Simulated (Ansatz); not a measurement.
Consider the following.

TiAl (CsCl type, space group No. 221), a = 3.1243 Å, b = 3.1243 Å, c = 3.1243 Å, α = 90.00°, β = 90.00°, γ = 90.00°.

This is the LDA-relaxed structure.

Question: All from LDA (plane waves, PAW; program Ansatz), unless another level is named. Predict the density of states at the Fermi level.

Answer: 1.3 states/eV per atom (mean over ±0.08 eV).

Question: And the formation energy from the elements (no fitted shifts)?

Answer: -0.27 eV/atom.

Space group Pm-3m (CsCl type). The first step of the workflow began from a Materials Project structure, measured or hypothetical; the Crystallography Open Database copy checked does not list it. With Ti and Al taken as one species the cell has the higher symmetry Im-3m, so it may be an ordered model of a mixed-site phase. It is not the phase usual at ambient conditions (space group No. 123). The LDA relaxation kept the symmetry of its start. At this level the phase is mechanically unstable. No spin polarisation was allowed. The references are the lowest solids computed at this level, not always the standard phases.

Potentials: the earlier of the program's two PAW sets.
